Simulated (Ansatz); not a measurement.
**Clamped-ion strain scan in TaRu**

Computed with DFT r2SCAN, scalar-relativistic, plane waves, PAW (Ansatz). Cutoff 500 eV, Γ-centred 16×16×14 k-points, Gaussian smearing of 0.15 eV. Spin–orbit coupling is left out, which can shift energies with elements as heavy as these. No spin polarisation. Energies are free energies at this smearing, counted from the undisturbed cell; pressure is positive in compression.

The starting cell (as given, not relaxed at this level; it stands at -1.3 GPa, and it needn't be the usual structure):

```yaml
crystal:
  lattice:
    - [3.05300, 0.00000, 0.00000]
    - [0.00000, 3.05300, 0.00000]
    - [0.00000, 0.00000, 3.38900]
  atoms:
    - { symbol: Ta, position: [0.50000, 0.50000, 0.50000] }
    - { symbol: Ru, position: [0.00000, 0.00000, 0.00000] }
```

The cell is strained by ε times the Voigt pattern (1, -1, 0, 0, 0, 0) (xx, yy, zz, yz, xz, xy; engineering shear) with fractional coordinates fixed. The cell is metallic on the mesh throughout.

```csv
ε,ΔE (meV/atom),"stress summed along the pattern (GPa, tension positive)",pressure (GPa)
-0.1500,454.6,-52.99,12.6
-0.0750,113.0,-29.48,1.6
0.0000,0.0,0.00,-1.3
0.0187,7.5,8.07,-1.1
0.0375,29.4,15.53,-0.6
0.0562,64.3,22.23,0.3
0.0937,175.9,36.63,3.4
0.1125,254.6,43.82,5.9
0.1312,348.3,49.45,8.9
```

By symmetry 0.1500 repeats -0.1500, -0.1125 repeats 0.1125, 0.0750 repeats -0.0750, -0.0375 repeats 0.0375 in energy, with the opposite slope along the path.